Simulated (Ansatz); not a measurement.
Given:

GaP (zinc blende, space group No. 216), a = b = c = 5.451 Å, α = β = γ = 90.00°; the cell used has 2 atoms.

This is the r²SCAN-relaxed structure.

**Question.** All from r²SCAN in the plane-wave PAW code Ansatz, unless another level is named. Give the band gap.

**Answer.** 1.84 eV (indirect).

**Question.** What about the smallest direct gap on the standard path?

**Answer.** 2.36 eV.

**Question.** Next, the gap with spin–orbit coupling?

**Answer.** 1.82 eV.

**Question.** Predict the hole effective mass, band 3 of 3 at the edge.

**Answer.** 0.13 along [100], 0.097 along [110], 0.091 along [111] (mₑ).

**Question.** And the weight of the conduction-edge state by species (Voronoi cells)?

**Answer.** Ga 54 %, P 46 %.

**Question.** And the valence-band maximum?

**Answer.** at Γ.

Space group F-43m (zinc blende). The r²SCAN relaxation kept the symmetry of its start; phonons on a q-mesh show no instability. Scalar-relativistic: spin–orbit coupling is off unless named, which matters more the heavier the elements.

Potentials: the later of the program's two PAW sets.
